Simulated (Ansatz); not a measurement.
ZrGe$_{2}$ in space group P6/mmm (No. 191; Zr on 1a, Ge on 2d), the program Ansatz at the PBEsol level (PAW), all energies at zero smearing, with the estimated change up to a 700 eV cutoff added, with one set of potentials and settings (totals compare only within such a set). Cell of 3 atoms (1 Zr, 2 Ge): -12636.249 eV.

```tsv
element	reference phase	E (eV/atom)
Zr	Cmmm, 3 atoms in the cell	-4128.6684
Ge	Fd-3m, 2 atoms in the cell	-4253.5039
```

Formation energy per atom, worked out: (-12636.249 − 1×(-4128.6684) − 2×(-4253.5039))/3 = -0.191 eV/atom (-18 kJ per mol of atoms), at 0 K, without zero-point energy or fitted corrections.

The cell is a constructed one: a structure type filled with these elements; neither database checked (COD, Materials Project) lists it. COD files the formula under space group No. 63. Its standing as an ambient phase is unchecked. Symmetry was held in the PBEsol relaxation; its stability against distortions is not shown here. No spin polarisation was allowed. The references are the lowest solids computed at this level, not always the standard phases.

Potentials: the earlier of the program's two PAW sets. The files were generated under PBE; for other functionals the program regenerates the frozen cores, and for LDA and PBEsol the local potential too.
